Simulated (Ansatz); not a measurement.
CdTe:
```
CELL_PARAMETERS angstrom
      3.76935     0.00000     0.00000
      0.00000     3.76935     0.00000
      0.00000     0.00000     3.76935
ATOMIC_POSITIONS crystal
  Cd 0.00000 0.00000 0.00000
  Te 0.50000 0.50000 0.50000
```

Relaxed with r²SCAN.

**Question.** Map the electron localisation function on the plane through (0.000, 0.000, 0.000) spanned by u = [1, 0, 0] and v = [0, 1, 1] in lattice vectors, from DFT-r²SCAN in the program Ansatz with PAW potentials.

**Answer.** x is the fraction of u, y of v (the angle between them is 90°; rows are the nearest grid lines); atoms in the plane: Cd at (0.00, 0.00), Te at (0.50, 0.50).
```
|@@#=-:.      .:-=#@@|
|@%*=-:.      .:-=*%@|
|#*=-:..      ..:-=*#|
|--::............::--|
|::.....:----:.....::|
|.....:-=++++=-:.....|
|....:=+******+=:....|
| ..:=****++****=:.. |
| .:=***+====+***=:. |
| .-+*+=:.  .:=+*+-. |
| .-++=-.    .-=++-. |
| .=++=:      :=++=. |
| .=++=:      :=++=. |
| .-++=-.    .-=++-. |
| .-+*+=:.  .:=+*+-. |
| .:=***+====+***=:. |
| ..:=****++****=:.. |
|....:=+******+=:....|
|.....:-=++++=-:.....|
|::.....:----:.....::|
|--::............::--|
|#*=-:..      ..:-=*#|
|@%*=-:.      .:-=*%@|
|@@#=-:.      .:-=#@@|
```
Scale: ten equal steps from 0.033 (start of ' ') to 0.975 (end of '@'), in the order ' .:-=+*#%@'; x runs from 0.000 to 1.00, y from 0.000 (bottom) to 1.00 (top).

The density is the valence pseudo-density with augmentation charge, so density and ELF within about 1 Å of a nucleus are not all-electron values.

Space group Pm-3m (CsCl type). The start of the workflow was typed in or built on a structure type; neither database checked (COD, Materials Project) lists it. It is not the phase usual at ambient conditions (space group No. 216). The r²SCAN relaxation kept the symmetry of its start. At this level the phase is mechanically unstable. The volume moved by 17 % from the start of the relaxation. Spin–orbit coupling is left out wherever it is not named.

Potentials: the earlier of the program's two PAW sets.
